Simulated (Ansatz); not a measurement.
This run works on a generated trial structure, not on a known crystal.

Input and command of a plane-wave DFT calculation in Ansatz:

```yaml
crystal:
  lattice:
    - [4.4647291638, 0.0, 0.0]
    - [0.0, 4.4647291638, 0.0]
    - [0.0, 0.0, 7.0242613839]
  atoms:
    - { symbol: Cd, position: [0.5, 0.0, 0.7076614729] }
    - { symbol: Cd, position: [0.0, 0.5, 0.2923385271] }
    - { symbol: Cd, position: [0.5, 0.0, 0.2923385271] }
    - { symbol: Cd, position: [0.0, 0.5, 0.7076614729] }
    - { symbol: Sb, position: [0.0, 0.0, 0.0] }
    - { symbol: O, position: [0.5, 0.5, 0.5] }
basis:
  ecutwfc: 420
kpoints:
  mp_grid: { grid: [8, 8, 6] }
hamiltonian:
  xc: pbe
scf:
  occupations: { method: gaussian, width: 0.1 }
output:
  forces: true
  stress: true
  eigenvalues: true
  write_density: true
  write_potential: true
  elf: true
  volumetric_format: npy
relax:
  adjacent_minimum: "off"
  f_tol: 0.01
  max_steps: 80
  cell: { stress_tol: 0.05 }
```

```bash
ansatz run input.yaml --threads 1 --pin off --max-ram 2560MiB --backend cpu --events-out ev --progress --plain --runs-dir out
```

Processor: Intel(R) Xeon(R) Processor @ 2.70GHz, 1 thread, on a host shared with other jobs.

**Question.** Estimate time, memory and problem size.

**Answer.** About 120 s, peak memory 0.67 GiB. It solves 61 bands at 60 k points (after reduction by symmetry) with about 2727 plane waves (on the last cell), in 24 SCF iterations over 4 ionic steps.
